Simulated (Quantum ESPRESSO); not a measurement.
Band energies of LiBH4

```
CELL_PARAMETERS angstrom
      6.39517     0.00000     0.00000
      0.00000     2.81584     2.78950
      0.00000    -2.81584     2.78950
ATOMIC_POSITIONS crystal
  H  0.59484 0.52733 0.16323
  H  0.40516 0.16323 0.52733
  H  0.90516 0.52733 0.16323
  H  0.09484 0.16323 0.52733
  H  0.75000 0.73891 0.77325
  H  0.25000 0.77325 0.73891
  H  0.75000 0.25641 0.81095
  H  0.25000 0.81095 0.25641
  Li 0.50000 0.00548 0.00548
  Li 0.00000 0.00548 0.00548
  B  0.75000 0.51475 0.98127
  B  0.25000 0.98127 0.51475
```

norm-conserving LDA (Quantum ESPRESSO, 76 Ry, no spin-orbit coupling); path ΓXSRAZΓYX1A1TY,ZT; energies in eV from the valence-band maximum.

```csv
k (1/Å),point,band 6,band 7,band 8,band 9,band 10,band 11,band 12,band 13
0.00,Γ,-1.19,-0.84,-0.23,-0.16,-0.09,5.88,6.93,8.20
0.19,,-1.35,-0.97,-0.29,-0.27,-0.09,6.11,7.06,8.43
0.56,,-1.82,-1.65,-0.99,-0.70,-0.37,6.72,6.89,7.79
0.93,,-2.13,-1.80,-1.30,-1.08,-0.77,5.22,5.51,6.79
1.12,X,-2.12,-1.94,-1.20,-1.14,-0.84,4.97,5.22,6.59
1.31,,-2.09,-1.71,-1.31,-1.07,-0.78,5.16,5.61,6.79
1.70,,-1.96,-1.58,-0.99,-0.55,-0.20,6.78,7.60,7.76
1.90,S,-1.97,-1.62,-0.98,-0.30,-0.02,7.33,7.95,8.06
2.15,,-2.47,-1.06,-0.80,-0.27,-0.06,7.00,7.40,8.04
2.39,R,-2.76,-0.78,-0.58,-0.21,-0.15,6.59,7.33,7.93
2.59,,-2.69,-0.82,-0.64,-0.39,-0.38,6.71,7.40,7.49
2.98,,-2.38,-1.48,-1.37,-0.91,-0.85,6.01,6.04,7.70
3.18,A,-2.39,-1.54,-1.54,-0.99,-0.99,5.80,5.80,8.38
3.55,,-2.31,-1.37,-1.37,-0.61,-0.61,6.54,6.54,7.71
3.92,,-1.71,-1.10,-1.10,-0.26,-0.26,7.27,7.27,8.14
4.29,Z,-1.27,-0.85,-0.85,-0.31,-0.31,6.73,6.73,8.62
4.78,Γ,-1.19,-0.84,-0.23,-0.16,-0.09,5.88,6.93,8.20
5.10,,-1.75,-0.71,-0.64,-0.40,-0.28,6.35,7.44,8.12
5.42,,-1.74,-1.45,-1.10,-0.75,-0.68,5.95,7.00,7.44
5.74,,-2.05,-1.78,-1.31,-1.05,-0.82,5.03,5.51,6.71
5.90,Y,-2.12,-1.94,-1.20,-1.14,-0.84,4.97,5.22,6.59
5.90,X1,-2.12,-1.94,-1.20,-1.14,-0.84,4.97,5.22,6.59
6.06,,-2.18,-1.89,-1.22,-1.11,-0.88,5.13,5.35,6.82
6.39,A1,-2.39,-1.54,-1.54,-0.99,-0.99,5.80,5.80,8.38
6.39,T,-2.39,-1.54,-1.54,-0.99,-0.99,5.80,5.80,8.38
6.56,,-2.30,-1.75,-1.33,-1.05,-0.94,5.51,5.65,7.46
6.88,Y,-2.12,-1.94,-1.20,-1.14,-0.84,4.97,5.22,6.59
6.88,Z,-1.27,-0.85,-0.85,-0.31,-0.31,6.73,6.73,8.62
7.04,,-1.39,-0.84,-0.84,-0.33,-0.33,6.90,6.90,8.49
7.36,,-1.95,-0.99,-0.99,-0.49,-0.49,7.25,7.25,8.19
7.68,,-2.34,-1.34,-1.34,-0.78,-0.78,6.30,6.30,7.93
8.00,T,-2.39,-1.54,-1.54,-0.99,-0.99,5.80,5.80,8.38
```

The LDA gap is 4.97 eV; at least one edge lies off the plotted path, at a point of the SCF mesh. The smallest direct gap is 5.81 eV.

Geometry of the Materials Project entry, not relaxed at this level.

The structure is a Materials Project entry; no match was found in the copy of COD used, and its stability was not checked.

Letters of k points follow the standard setting of the lattice, whose axes may be ordered differently from the printed cell.
